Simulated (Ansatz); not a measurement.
Cu$_{3}$Ge:
```yaml
crystal:
  lattice:
    - [4.17250, 0.00000, 0.00000]
    - [0.00000, 5.24642, 0.00000]
    - [0.00000, 0.00000, 4.52054]
  atoms:
    - { symbol: Cu, position: [0.00000, 0.50000, 0.16463] }
    - { symbol: Cu, position: [0.50000, 0.00000, 0.83537] }
    - { symbol: Cu, position: [0.50000, 0.24856, 0.33650] }
    - { symbol: Cu, position: [0.50000, 0.75144, 0.33650] }
    - { symbol: Cu, position: [0.00000, 0.25144, 0.66350] }
    - { symbol: Cu, position: [0.00000, 0.74856, 0.66350] }
    - { symbol: Ge, position: [0.50000, 0.50000, 0.82479] }
    - { symbol: Ge, position: [0.00000, 0.00000, 0.17521] }
```

Relaxed with r²SCAN. Special points in fractions of this cell's reciprocal vectors: Γ (0.000, 0.000, 0.000); X (0.500, 0.000, 0.000); S (0.500, 0.500, 0.000); Y (0.000, 0.500, 0.000); Z (0.000, 0.000, 0.500); U (0.500, 0.000, 0.500); R (0.500, 0.500, 0.500); T (0.000, 0.500, 0.500).

### Question
List the band energies nearest the Fermi level at these points for r²SCAN in the plane-wave PAW code Ansatz.

### Answer
In eV from the Fermi level; about four levels below and three above (degenerate sets whole), none deeper than 8.9 eV; points with the same levels are listed once.

```json
[
 {"k": "Γ", "below": "-2.27 -1.99 -1.64 -0.80", "above": "0.81 1.54 1.70"},
 {"k": "X", "below": "-1.54 -1.54 -1.17 -1.17", "above": "1.78 1.78 4.82 4.82"},
 {"k": "S", "below": "-2.42 -2.42 -2.38 -2.38", "above": "0.08 0.08 0.39 0.39"},
 {"k": "Y", "below": "-0.32 -0.32 -0.31 -0.31", "above": "1.49 1.49 3.10 3.10"},
 {"k": "Z", "below": "-1.92 -1.68 -1.55 -0.63", "above": "0.21 0.24 1.15"},
 {"k": "U", "below": "-1.97 -1.97 -1.82 -1.82", "above": "1.03 1.03 2.73 2.73"},
 {"k": "R", "below": "-2.17 -2.17 -2.14 -2.14", "above": "5.44 5.44 5.72 5.72"},
 {"k": "T", "below": "-2.49 -2.49 -2.36 -2.36", "above": "1.01 1.01 1.20 1.20"}
]
```

Space group Pmmn. The first step of the workflow began from a Materials Project structure, measured or hypothetical; the Crystallography Open Database copy checked does not list it. Whether it is the stable phase at ambient conditions was not checked. The r²SCAN relaxation kept the symmetry of its start; of distortions, only those at the zone centre were tested. No spin polarisation was allowed. Spin–orbit coupling is left out wherever it is not named.

Potentials: the later of the program's two PAW sets.
